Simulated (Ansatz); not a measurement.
ZnO:
```
ZnO
1.0
    3.22965     0.00000     0.00000
   -1.61482     2.79696     0.00000
    0.00000     0.00000     5.21473
Zn O
2 2
Cartesian
  1.61482   0.93232   0.01064
  0.00000   1.86464   2.61801
  1.61482   0.93232   3.24961
  0.00000   1.86464   0.64224
```

x, y and z are the axes in which the lattice vectors are written.

Give the high-frequency dielectric tensor and the Born effective charge tensors of the independent atoms from DFPT, plane-wave PAW PBEsol (Ansatz code).


ε∞:
```
5.30  0.00  0.00
0.00  5.30  0.00
0.00  0.00  5.35
```
Z* of atom 1 (Zn), rows: field, columns: displacement, in e:
```
2.11  0.00  0.00
0.00  2.11  0.00
0.00  0.00  2.17
```
Z* of atom 3 (O), rows: field, columns: displacement, in e:
```
-2.11   0.00   0.00
 0.00  -2.11   0.00
 0.00   0.00  -2.17
```

Space group P6_3mc (wurtzite). The PBEsol relaxation kept the symmetry of its start.

Potentials: the later of the program's two PAW sets.
